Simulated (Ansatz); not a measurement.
The relaxed structure here is a generated cell of CdSe: the first start was made by placing the elements on the sites of a structure type, and the end was not matched to a known phase here, so it may be hypothetical. Known forms of CdSe include space group No. 186, 216.

One stationary structure of CdSe. These are PBE (plane waves to 420 eV, PAW, scalar-relativistic; Ansatz, a first-principles code) values and carry that method's errors.

```xyz
4
Lattice="4.6405 0.0000 0.0000 -2.3203 4.0188 0.0000 0.0000 0.0000 6.0779" Properties=species:S:1:pos:R:3 pbc="T T T"
Cd     0.0000     2.6792     1.5195
Cd     2.3203     1.3396     4.5585
Se     0.0000     2.6792     4.5585
Se     2.3203     1.3396     1.5195
```

Q: Find the space group and the Wyckoff positions (tolerance 0.01 Å).

A: Space group P6₃/mmc (No. 194); a = b = 4.6405 Å, c = 6.0779 Å, α = β = 90.00°, γ = 120.00°

```json
[
 {"atom": "Cd", "site": "2c", "symmetry": "-6m2", "x": "0.3333", "y": "0.6667", "z": "0.2500"},
 {"atom": "Se", "site": "2d", "symmetry": "-6m2", "x": "0.6667", "y": "0.3333", "z": "0.2500"}
]
```

Q: Give the shortest distances between elements (the closest pairs, up to four, under 3.6 Å).

A: Cd–Se 2.68 Å.

```json
{
  "volume_per_atom": "28.34 Å³",
  "band_gap": "0.25 eV, indirect (valence top at H, conduction bottom at Γ) (no spin-orbit coupling)",
  "smallest_direct_gap": "0.40 eV at Γ"
}
```

No spin polarisation in the result.

The run could not lower the symmetry of its start; a shaken copy of this end point relaxes with PBE to P6₃mc (No. 186), 104 meV/atom lower.
